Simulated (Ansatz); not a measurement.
Nb (bcc, W type)

```yaml
crystal:
  lattice:
    - [-1.65133, 1.65133, 1.65133]
    - [1.65133, -1.65133, 1.65133]
    - [1.65133, 1.65133, -1.65133]
  atoms:
    - { symbol: Nb, position: [0.00000, 0.00000, 0.00000] }
```

E(V) scan at fixed shape, V₀ the volume above. Symmetry pins the atoms to their sites.

Method: r2SCAN (plane waves to 500 eV, PAW, scalar-relativistic; Ansatz, a first-principles code). k mesh 21×21×21 (Γ-centred), Fermi-Dirac smearing 0.05 eV. Stress and pressure are positive under compression. On this mesh the relaxed cell isn't quite at rest: it carries a pressure of 0.2 GPa (compression positive) at the zero of the scan. Nb is run without spin polarisation. Nb was relaxed with its symmetry unable to fall.

At one point of the scan the stress tensor (GPa) is:

```
  -13.9      0.0      0.0
    0.0    -13.9      0.0
    0.0      0.0    -13.9
```

### Question
Which point is it?
A. V/V₀ = 1.017
B. V/V₀ = 1.067
C. V/V₀ = 1.100
D. V/V₀ = 1.050

### Answer
C, V/V₀ = 1.100

(Under strain, the slope of the energy per volume gives the stress and its curvature an elastic modulus.)
